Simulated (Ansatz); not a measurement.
Geometry optimisation in Ansatz: input, command and trajectory.

```yaml
crystal:
  lattice:
    - [-2.0762014881, 2.0762014881, 5.1152313227]
    - [2.0762014881, -2.0762014881, 5.1152313227]
    - [2.0762014881, 2.0762014881, -5.1152313227]
  atoms:
    - { symbol: Sr, position: [0.0, 0.0, 0.0] }
    - { symbol: Ni, position: [0.75, 0.25, 0.5] }
    - { symbol: Ni, position: [0.25, 0.75, 0.5] }
    - { symbol: As, position: [0.6379843254, 0.6379843254, 0.0] }
    - { symbol: As, position: [0.3620156746, 0.3620156746, 0.0] }
basis:
  ecutwfc: 420
kpoints:
  mp_grid: { grid: [12, 12, 12] }
hamiltonian:
  xc: pbesol
scf:
  occupations: { method: gaussian, width: 0.1 }
output:
  forces: true
  stress: true
  eigenvalues: true
  write_density: true
  write_potential: true
  elf: true
  volumetric_format: npy
relax:
  adjacent_minimum: "off"
  f_tol: 0.01
  max_steps: 30
  cell: { stress_tol: 0.1, fix: [volume] }
```

```bash
ansatz run input.yaml --threads 2 --pin off --max-ram 5120MiB --backend cpu --events-out ev --progress --plain --runs-dir out
```

All numbers below come from DFT PBEsol, scalar-relativistic, plane waves, PAW (Ansatz).

The volume is held at 1.03 times that of the relaxed cell.

Of 5 frames 4 are shown, positions in Å and forces in eV/Å; the SCF threshold varies from step to step. Steps run on the plane waves of an earlier cell, with a Pulay correction in the pressure. The basis is chosen afresh for the last frame, the zero of the energies, and at times for earlier ones too; energy and pressure step there, also at an unchanged geometry.

```xyz
5
Lattice="-2.0762 2.0762 5.1152 2.0762 -2.0762 5.1152 2.0762 2.0762 -5.1152" Properties=species:S:1:pos:R:3:forces:R:3 pbc="T T T" step=1 free_energy_over_end_meV_per_atom=1.48 pressure_GPa=-2.88
Sr    0.0000    0.0000    0.0000    0.0000    0.0000    0.0000
Ni    0.0000    2.0762    2.5576    0.0000    0.0000    0.0000
Ni    2.0762    0.0000    2.5576    0.0000    0.0000    0.0000
As    0.0000    0.0000    6.5269    0.0000    0.0000    0.2043
As    0.0000    0.0000    3.7036    0.0000    0.0000   -0.2043
5
Lattice="-2.0730 2.0730 5.1309 2.0730 -2.0730 5.1309 2.0730 2.0730 -5.1309" Properties=species:S:1:pos:R:3:forces:R:3 pbc="T T T" step=2 free_energy_over_end_meV_per_atom=0.52 pressure_GPa=-2.50
Sr    0.0000    0.0000    0.0000    0.0000    0.0000    0.0000
Ni    0.0000    2.0730    2.5655    0.0000    0.0000    0.0000
Ni    2.0730    0.0000    2.5655    0.0000    0.0000    0.0000
As    0.0000    0.0000    6.5593    0.0000    0.0000    0.1061
As    0.0000    0.0000    3.7025    0.0000    0.0000   -0.1061
5
Lattice="-2.0674 2.0674 5.1587 2.0674 -2.0674 5.1587 2.0674 2.0674 -5.1587" Properties=species:S:1:pos:R:3:forces:R:3 pbc="T T T" step=3 free_energy_over_end_meV_per_atom=0.03 pressure_GPa=-1.96
Sr    0.0000    0.0000    0.0000    0.0000    0.0000    0.0000
Ni    0.0000    2.0674    2.5794    0.0000    0.0000    0.0000
Ni    2.0674    0.0000    2.5794    0.0000    0.0000    0.0000
As    0.0000    0.0000    6.6094    0.0000    0.0000   -0.0013
As    0.0000    0.0000    3.7080    0.0000    0.0000    0.0013
5
Lattice="-2.0654 2.0654 5.1690 2.0654 -2.0654 5.1690 2.0654 2.0654 -5.1690" Properties=species:S:1:pos:R:3:forces:R:3 pbc="T T T" step=5 free_energy_over_end_meV_per_atom=0.00 pressure_GPa=-1.87
Sr    0.0000    0.0000    0.0000    0.0000    0.0000    0.0000
Ni    0.0000    2.0654    2.5845    0.0000    0.0000    0.0000
Ni    2.0654    0.0000    2.5845    0.0000    0.0000    0.0000
As    0.0000    0.0000    6.6238    0.0000    0.0000   -0.0069
As    0.0000    0.0000    3.7142    0.0000    0.0000    0.0069
```

Time: 88 s on 2 threads of Intel(R) Xeon(R) 6975P-C (Granite Rapids) (shared host), peak memory 0.83 GiB.

Spin polarisation was left out, and a magnetic state may lie lower.